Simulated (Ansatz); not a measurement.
Input, command and steps of an Ansatz relaxation.

```yaml
crystal:
  lattice:
    - [3.9797901077, 0.0, 0.0]
    - [0.0, 4.950448053, 0.0]
    - [0.0, 0.0, 4.1879865211]
  atoms:
    - { symbol: Na, position: [0.0, 0.0, 0.67] }
    - { symbol: Na, position: [0.5, 0.5, 0.33] }
    - { symbol: Be, position: [0.0, 0.25, 0.167] }
    - { symbol: Be, position: [0.0, 0.75, 0.167] }
    - { symbol: Be, position: [0.5, 0.75, 0.833] }
    - { symbol: Be, position: [0.5, 0.25, 0.833] }
    - { symbol: Be, position: [0.5, 0.0, 0.33] }
    - { symbol: Be, position: [0.0, 0.5, 0.67] }
basis:
  ecutwfc: 420
kpoints:
  mp_grid: { grid: [4, 4, 4] }
hamiltonian:
  xc: pbe
scf:
  occupations: { method: gaussian, width: 0.1 }
  lower_state_search: "off"
output:
  forces: true
  stress: true
  eigenvalues: true
relax:
  adjacent_minimum: "off"
  f_tol: 0.04
  max_steps: 70
  cell: { stress_tol: 0.4 }
```

```bash
ansatz run input.yaml --threads 1 --pin off --max-ram 2560MiB --backend cpu --events-out ev --progress --plain --runs-dir out
```

Computed with DFT PBE, scalar-relativistic, plane waves, PAW (Ansatz).

Of 16 frames 10 are shown, positions in Å and forces in eV/Å; the SCF threshold varies from step to step. Steps run on the plane waves of an earlier cell, with a Pulay correction in the pressure. The basis is chosen afresh for the last frame, the zero of the energies, and at times for earlier ones too; energy and pressure step there, also at an unchanged geometry. Here that happened at step 13 (-18 meV/atom, 1.5 GPa); the frames before carry an error of that size.

```xyz
8
Lattice="3.9798 0.0000 0.0000 0.0000 4.9504 0.0000 0.0000 0.0000 4.1880" Properties=species:S:1:pos:R:3:forces:R:3 pbc="T T T" step=1 free_energy_over_end_meV_per_atom=594.50 pressure_GPa=14.08
Na    0.0000    0.0000    2.8060    0.0000    0.0000    0.1017
Na    1.9899    2.4752    1.3820    0.0000    0.0000   -0.1017
Be    0.0000    1.2376    0.6994    0.0000    0.3240   -0.3723
Be    0.0000    3.7128    0.6994    0.0000   -0.3240   -0.3723
Be    1.9899    3.7128    3.4886    0.0000    0.3240    0.3723
Be    1.9899    1.2376    3.4886    0.0000   -0.3240    0.3723
Be    1.9899    0.0000    1.3820    0.0000    0.0000   -1.2752
Be    0.0000    2.4752    2.8060    0.0000    0.0000    1.2752
8
Lattice="4.0584 0.0000 0.0000 0.0000 5.4322 0.0000 0.0000 0.0000 4.3659" Properties=species:S:1:pos:R:3:forces:R:3 pbc="T T T" step=3 free_energy_over_end_meV_per_atom=433.77 pressure_GPa=1.92
Na    0.0000    0.0000    2.8436    0.0000    0.0000   -0.1473
Na    2.0292    2.7161    1.5224    0.0000    0.0000    0.1473
Be    0.0000    1.4132    0.6424    0.0000   -0.4754   -0.2394
Be    0.0000    4.0190    0.6424    0.0000    0.4754   -0.2394
Be    2.0292    4.1293    3.7236    0.0000   -0.4754    0.2394
Be    2.0292    1.3029    3.7236    0.0000    0.4754    0.2394
Be    2.0292    0.0000    1.0820    0.0000    0.0000   -0.2464
Be    0.0000    2.7161    3.2839    0.0000    0.0000    0.2464
8
Lattice="3.9531 0.0000 0.0000 0.0000 5.5286 0.0000 0.0000 0.0000 4.5701" Properties=species:S:1:pos:R:3:forces:R:3 pbc="T T T" step=4 free_energy_over_end_meV_per_atom=346.36 pressure_GPa=1.29
Na    0.0000    0.0000    2.9110    0.0000    0.0000   -0.2257
Na    1.9766    2.7643    1.6591    0.0000    0.0000    0.2257
Be    0.0000    1.3602    0.5949    0.0000   -0.9238   -0.2946
Be    0.0000    4.1684    0.5949    0.0000    0.9238   -0.2946
Be    1.9766    4.1246    3.9752    0.0000   -0.9238    0.2946
Be    1.9766    1.4041    3.9752    0.0000    0.9238    0.2946
Be    1.9766    0.0000    0.9646    0.0000    0.0000   -0.2603
Be    0.0000    2.7643    3.6055    0.0000    0.0000    0.2603
8
Lattice="3.7368 0.0000 0.0000 0.0000 5.6161 0.0000 0.0000 0.0000 4.9786" Properties=species:S:1:pos:R:3:forces:R:3 pbc="T T T" step=6 free_energy_over_end_meV_per_atom=128.44 pressure_GPa=1.82
Na    0.0000    0.0000    3.0523    0.0000    0.0000   -0.1887
Na    1.8684    2.8081    1.9263    0.0000    0.0000    0.1887
Be    0.0000    1.1771    0.4986    0.0000   -0.9093   -0.1684
Be    0.0000    4.4390    0.4986    0.0000    0.9093   -0.1684
Be    1.8684    3.9851    4.4800    0.0000   -0.9093    0.1684
Be    1.8684    1.6310    4.4800    0.0000    0.9093    0.1684
Be    1.8684    0.0000    0.7712    0.0000    0.0000   -0.0406
Be    0.0000    2.8081    4.2074    0.0000    0.0000    0.0406
8
Lattice="3.6536 0.0000 0.0000 0.0000 5.8895 0.0000 0.0000 0.0000 5.3955" Properties=species:S:1:pos:R:3:forces:R:3 pbc="T T T" step=8 free_energy_over_end_meV_per_atom=51.34 pressure_GPa=0.04
Na    0.0000    0.0000    3.2409    0.0000    0.0000   -0.1485
Na    1.8268    2.9447    2.1546    0.0000    0.0000    0.1485
Be    0.0000    1.0400    0.3792    0.0000    0.3038   -0.1850
Be    0.0000    4.8494    0.3792    0.0000   -0.3038   -0.1850
Be    1.8268    3.9848    5.0162    0.0000    0.3038    0.1850
Be    1.8268    1.9047    5.0162    0.0000   -0.3038    0.1850
Be    1.8268    0.0000    0.5681    0.0000    0.0000   -0.2195
Be    0.0000    2.9447    4.8273    0.0000    0.0000    0.2195
8
Lattice="3.6714 0.0000 0.0000 0.0000 6.1313 0.0000 0.0000 0.0000 5.3341" Properties=species:S:1:pos:R:3:forces:R:3 pbc="T T T" step=9 free_energy_over_end_meV_per_atom=29.16 pressure_GPa=-0.58
Na    0.0000    0.0000    3.0530    0.0000    0.0000   -0.0988
Na    1.8357    3.0656    2.2811    0.0000    0.0000    0.0988
Be    0.0000    1.0615    0.2469    0.0000    0.0155    0.0487
Be    0.0000    5.0698    0.2469    0.0000   -0.0155    0.0487
Be    1.8357    4.1272    5.0872    0.0000    0.0155   -0.0487
Be    1.8357    2.0041    5.0872    0.0000   -0.0155   -0.0487
Be    1.8357    0.0000    0.3737    0.0000    0.0000   -0.0365
Be    0.0000    3.0656    4.9604    0.0000    0.0000    0.0365
8
Lattice="3.6980 0.0000 0.0000 0.0000 6.2239 0.0000 0.0000 0.0000 5.1494" Properties=species:S:1:pos:R:3:forces:R:3 pbc="T T T" step=11 free_energy_over_end_meV_per_atom=21.99 pressure_GPa=-0.17
Na    0.0000    0.0000    2.8266    0.0000    0.0000    0.0063
Na    1.8490    3.1119    2.3228    0.0000    0.0000   -0.0063
Be    0.0000    1.0689    0.1909    0.0000   -0.0082   -0.0085
Be    0.0000    5.1549    0.1909    0.0000    0.0082   -0.0085
Be    1.8490    4.1809    4.9585    0.0000   -0.0082    0.0085
Be    1.8490    2.0430    4.9585    0.0000    0.0082    0.0085
Be    1.8490    0.0000    0.2662    0.0000    0.0000    0.0257
Be    0.0000    3.1119    4.8832    0.0000    0.0000   -0.0257
8
Lattice="3.7055 0.0000 0.0000 0.0000 6.1954 0.0000 0.0000 0.0000 5.1488" Properties=species:S:1:pos:R:3:forces:R:3 pbc="T T T" step=13 free_energy_over_end_meV_per_atom=3.39 pressure_GPa=1.42
Na    0.0000    0.0000    2.8435    0.0000    0.0000   -0.0149
Na    1.8527    3.0977    2.3053    0.0000    0.0000    0.0149
Be    0.0000    1.0649    0.1975    0.0000    0.0095    0.0087
Be    0.0000    5.1306    0.1975    0.0000   -0.0095    0.0087
Be    1.8527    4.1626    4.9512    0.0000    0.0095   -0.0087
Be    1.8527    2.0328    4.9512    0.0000   -0.0095   -0.0087
Be    1.8527    0.0000    0.2891    0.0000    0.0000   -0.0092
Be    0.0000    3.0977    4.8597    0.0000    0.0000    0.0092
8
Lattice="3.7029 0.0000 0.0000 0.0000 6.2616 0.0000 0.0000 0.0000 5.2237" Properties=species:S:1:pos:R:3:forces:R:3 pbc="T T T" step=14 free_energy_over_end_meV_per_atom=0.47 pressure_GPa=0.47
Na    0.0000    0.0000    2.8759    0.0000    0.0000    0.0147
Na    1.8514    3.1308    2.3478    0.0000    0.0000   -0.0147
Be    0.0000    1.0725    0.1978    0.0000    0.0317   -0.0329
Be    0.0000    5.1891    0.1978    0.0000   -0.0317   -0.0329
Be    1.8514    4.2033    5.0259    0.0000    0.0317    0.0329
Be    1.8514    2.0583    5.0259    0.0000   -0.0317    0.0329
Be    1.8514    0.0000    0.2774    0.0000    0.0000   -0.0136
Be    0.0000    3.1308    4.9463    0.0000    0.0000    0.0136
8
Lattice="3.7150 0.0000 0.0000 0.0000 6.3074 0.0000 0.0000 0.0000 5.2515" Properties=species:S:1:pos:R:3:forces:R:3 pbc="T T T" step=16 free_energy_over_end_meV_per_atom=0.00 pressure_GPa=0.05
Na    0.0000    0.0000    2.8498    0.0000    0.0000   -0.0090
Na    1.8575    3.1537    2.4017    0.0000    0.0000    0.0090
Be    0.0000    1.0759    0.1592    0.0000    0.0062    0.0176
Be    0.0000    5.2315    0.1592    0.0000   -0.0062    0.0176
Be    1.8575    4.2296    5.0923    0.0000    0.0062   -0.0176
Be    1.8575    2.0778    5.0923    0.0000   -0.0062   -0.0176
Be    1.8575    0.0000    0.2324    0.0000    0.0000    0.0102
Be    0.0000    3.1537    5.0191    0.0000    0.0000   -0.0102
```

The start puts this composition into another compound's structure type, which needn't suit it. The cell swells from 10.3 to 15.4 Å³ an atom, so the end can be far from any stable crystal. At the end the space group is Pmmn (tolerance 0.05 Å).

It took 100 s on 1 thread of Arm Neoverse N1 (shared host), peak memory 0.38 GiB.

The k mesh is coarse.